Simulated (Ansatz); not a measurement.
Ansatz (an electronic-structure program) input:

Ansatz 0.2 input:
```yaml
crystal:
  lattice:
    - [0.0, 2.2495591222, 2.2495591222]
    - [2.2495591222, 0.0, 2.2495591222]
    - [2.2495591222, 2.2495591222, 0.0]
  atoms:
    - { symbol: Ru, position: [0.0, 0.0, 0.0] }
    - { symbol: N, position: [0.25, 0.25, 0.25] }
kpoints:
  mp_grid: { grid: [16, 16, 16] }
hamiltonian:
  xc: pbesol
  pseudopotentials: { kind: paw }
scf:
  occupations: { method: fermi_dirac, width: 0.1 }
phonons:
  method: dfpt
  response_accuracy: low
  eigenvectors: true
  rigid_motions: translations
```

Output (shortened):

```
Pseudopotential: Ru, paw, valence charge 16
Pseudopotential: N, paw, valence charge 5
Functional definition: PBEsol
Crystal: 2 atoms, lattice volume = 22.768 Å³
Basis set: ecut = 420 eV, 459 PW (Γ), exchange–correlation on 48×48×48 points (8 copies of the dense FFT grid, shifted against one another)
Bands: 15, of which v1, the nominal top of the filled ones, is band 11 counted from 1 (10 counted from 0)
Symmetry: 24 space group operations
k-points: 349 of 4096 (irreducible under 8 space group operations, time reversal used)
SCF iter   1: F=—  HF=-6194.666720 eV  |F-HF|=—  |Δ(HF+E_count)|=         —  Δρ=1.39e-2  dr2=2.91e-2  ethr=1.77e-3  ⟨swp⟩=5.0  Hψ=28816  notcnv=0
preconditioner: auto → none
SCF iter   2: F=—  HF=-6194.662815 eV  |F-HF|=—  |Δ(HF+E_count)|=   3.91e-3  Δρ=7.97e-3  dr2=1.10e-2  ethr=1.39e-4  ⟨swp⟩=1.1  Hψ=8060  notcnv=0
SCF iter   3: F=—  HF=-6194.661568 eV  |F-HF|=—  |Δ(HF+E_count)|=   1.25e-3  Δρ=1.16e-3  dr2=2.20e-4  ethr=5.24e-5  ⟨swp⟩=2.1  Hψ=7976  notcnv=0
SCF iter   4: F=—  HF=-6194.661511 eV  |F-HF|=—  |Δ(HF+E_count)|=   5.71e-5  Δρ=2.62e-4  dr2=8.90e-6  ethr=1.05e-6  ⟨swp⟩=2.5  Hψ=9018  notcnv=0
SCF iter   5: F=—  HF=-6194.661511 eV  |F-HF|=—  |Δ(HF+E_count)|=   1.34e-7  Δρ=4.22e-5  dr2=3.14e-7  ethr=4.24e-8  ⟨swp⟩=2.0  Hψ=8633  notcnv=0
SCF iter   6: F=—  HF=-6194.661511 eV  |F-HF|=—  |Δ(HF+E_count)|=   1.32e-7  Δρ=4.60e-6  dr2=1.48e-9  ethr=1.50e-9  ⟨swp⟩=3.0  Hψ=8605  notcnv=0
SCF iter   7: F=-6194.661511 eV  HF=-6194.661511 eV  |F-HF|=5.46e-12  |Δ(HF+E_count)|=  2.15e-10  Δρ=4.17e-7  dr2=7.62e-12  ethr=1.00e-12  ⟨swp⟩=4.6  Hψ=27035  notcnv=0
SCF 1 converged in 7 iterations: F = -6194.661511 eV  dr2 = 7.62e-12
DFPT response loops at Γ: preconditioner auto → Kerker (q_TF=auto, 2.692 Å⁻¹) (partly filled bands, converged f_vac=0.000) …
SCF converged after 7 iterations
Free energy (F): -6194.661511 eV
Harris-Foulkes:  -6194.661511 eV  (|F-HF|=5.46e-12)
Internal energy: -6194.621579 eV  (E = F + TS)
E sigma→0 (E₀):  -6194.641545 eV
Entropy (-TS):   -0.039932 eV (-19.966 meV/atom)
Fermi energy:    17.010795 eV
--- Per-component energies (eV) ---
  E_band       = -127.620706
  E_kinetic    = 644.251366
  E_local      = -1780.371746  (includes V_loc(G=0)·N_el)
  E_nonlocal   = 393.042422
  E_hartree    = 585.346510
  E_xc         = -247.690703
  E_vxc        = -312.989128  (∫ρ·V_xc dr)
  E_paw        = -3522.442662  (= ΣΔE_a)
  E_vpaw       = -242.246512  (= ΣTr[D̂ρ^β])
  E_aug_tail   = -0.000151  (compensation charges beyond the density's cutoff)
  E_ewald      = -2267.038009
  E_core_change = 0.281395  (= ΣΔE_core)
  E_smearing   = -0.039932  (= −TS)
  E_closure    = 0.000000  (closes the sum)
  Σ components = -6194.661511   (vs F -6194.661511, Δ=0.00e0)
  [band-id]    e_kinetic+e_local+e_nonlocal+2·e_hartree+e_vxc+e_vpaw+e_augmentation_tail = -127.620729   (vs E_band -127.620706, Δ=-2.32e-5)
--- Band table (eV; the first three rows and the last of 349) ---
  k-point 0: bands = ["-56.1691", "-26.1506", "-26.1506", "-26.1506", "0.0050", "9.7060", "9.7060", "9.7060", "15.3044", "15.3044", "18.2431", "21.5706", "21.5706", "21.5706", "31.8652"]
  k-point 1: bands = ["-56.1682", "-26.1604", "-26.1520", "-26.1520", "0.0486", "9.6694", "9.7401", "9.7401", "15.2778", "15.2778", "18.4192", "21.4445", "21.5623", "21.5623", "31.1966"]
  k-point 2: bands = ["-56.1657", "-26.1882", "-26.1561", "-26.1561", "0.1712", "9.5878", "9.8348", "9.8348", "15.2174", "15.2174", "18.8714", "21.1230", "21.5137", "21.5137", "29.8339"]
  k-point 348: bands = ["-56.1383", "-26.3456", "-26.2960", "-26.2443", "1.3454", "9.7789", "11.2424", "12.0453", "14.0728", "15.1220", "16.7078", "17.9792", "19.6336", "27.2412", "28.4490"]
--- Phonons (Γ-DFPT): 2 representative perturbations + reference, on 349 of 4096 k-points (Σ response iterations 7) ---
  ASR residual: 9.609e-4 → 0.000e0 eV/Å²; symmetrization residual: 1.715e-5 eV/Å²
  ASR residual per site (eV/Å²): 9.61e-4 2.93e-5
  Γ frequencies (cm⁻¹): 0.00 0.00 0.00 565.58 565.58 565.58
  non-analytic LO–TO correction: not included (Born effective charges unavailable; polar crystals: no LO–TO splitting at Γ)
```

Cost: very roughly 70 core-seconds on shared cores.

Space group F-43m (zinc blende). The first step of the workflow began from a Materials Project structure, measured or hypothetical; the Crystallography Open Database copy checked does not list it. Its standing as an ambient phase is unchecked. Symmetry was held in the PBEsol relaxation; whether a distortion lowers the energy is not shown. No spin polarisation was allowed. Its formation energy is positive at this level, so the cell may be metastable or incomplete. With an odd number of electrons in the cell and no spin polarisation, the count alone makes it a metal. As this level gives no gap, phonon frequencies hold no LO–TO term and depend on the k-mesh and smearing (Fermi–Dirac, 0.1 eV here). Scalar-relativistic: spin–orbit coupling is off unless named, which matters more the heavier the elements.

Potentials: the later of the program's two PAW sets.

Ansatz is a plane-wave DFT program.
